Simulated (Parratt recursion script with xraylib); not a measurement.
## Surface roughness and fringe height: Mo on Si

```
layer, from the top  thickness (Å)  density (g/cm³)  rms roughness of its top face (Å)  δ (10⁻⁶)  β (10⁻⁶)
-------------------  -------------  ---------------  ---------------------------------  --------  --------
Mo                             400            8.522                             varied     4.867   0.09053
Si (substrate)                   –            2.313                                2.7     1.576  0.008622
```

The refractive index is n = 1 − δ + iβ. Vacuum lies above.

Densities are inputs, not measurements. They were set from computed cells of the Materials Project: Mo from entry mp-129 (Im-3m, 10.026 g/cm³, taken at 85 %); Si from entry mp-149 (Fd-3m, 2.313 g/cm³). A layer's crystal structure does not enter its constants, only its composition and density.

Calculation: specular X-ray reflectivity, Parratt recursion, Névot-Croce roughness, xraylib tables; Parratt recursion script with xraylib 4.3.0.

Photon energy 17.479 keV (λ = 0.7093 Å), s polarisation. The grazing angle θ is scanned from 0.05° to 1.84° in 900 evenly spaced points, and the curve is smoothed with a Gaussian of 0.004° full width. A maximum is a scan point above both neighbours; its place and height come from a parabola through R at the three points.

The table follows two fringe maxima, those next to orders 12.5 and 24.5 of m = (2d/λ)(sin²θ − 2δ)^½, through runs that differ in the roughness σ₁ of the film surface alone.

| σ₁ (Å) | θ of the first (°) | R there | θ of the second (°) | R there |
|---|---|---|---|---|
| 0 | 0.659 | ? | 1.257 | ? |
| 6.3 | 0.659 | 3.69 × 10⁻⁴ | 1.256 | 4.91 × 10⁻⁶ |

### Question
Estimate the two heights for σ₁ = 0 Å.

### Answer
At a maximum the amplitudes from the film's two faces add: R ≈ (|r₁|g₁ + |r₂|g₂A)². Here q₀ = 4π sin θ/λ, qⱼ = (q₀² − 32π²δⱼ/λ²)^½ (1 film, 2 substrate), |r₁| = |q₀² − q₁²|/(q₀ + q₁)², |r₂| = |q₁² − q₂²|/(q₁ + q₂)² with the numerators taken from the constants, g₁ = exp(−q₀q₁σ₁²/2), g₂ = exp(−q₁q₂σ₂²/2), and A = exp(−16π²β₁d/(λ²q₁)) for absorption in the film.

Check on a shown row, σ₁ = 6.3 Å, second maximum: q₀ = 0.3883, q₁ = 0.3843, q₂ = 0.3870 Å⁻¹; |r₁| = 0.00512, |r₂| = 0.00347; g₁ = 0.0517, g₂ = 0.582, A = 0.971; R ≈ 4.95 × 10⁻⁶ against 4.91 × 10⁻⁶ in the table.

- σ₁ = 0 Å, first maximum: q₀ = 0.2038, q₁ = 0.1962, q₂ = 0.2014 Å⁻¹; |r₁| = 0.0191, |r₂| = 0.0131; g₁ = 1.00, g₂ = 0.866, A = 0.944; R ≈ 8.89 × 10⁻⁴.
- σ₁ = 0 Å, second maximum: q₀ = 0.3886, q₁ = 0.3846, q₂ = 0.3873 Å⁻¹; |r₁| = 0.00511, |r₂| = 0.00347; g₁ = 1.00, g₂ = 0.581, A = 0.971; R ≈ 5.00 × 10⁻⁵.

The run gave 8.76 × 10⁻⁴ and 4.94 × 10⁻⁵; the estimates are 1.01 and 1.01 times these.
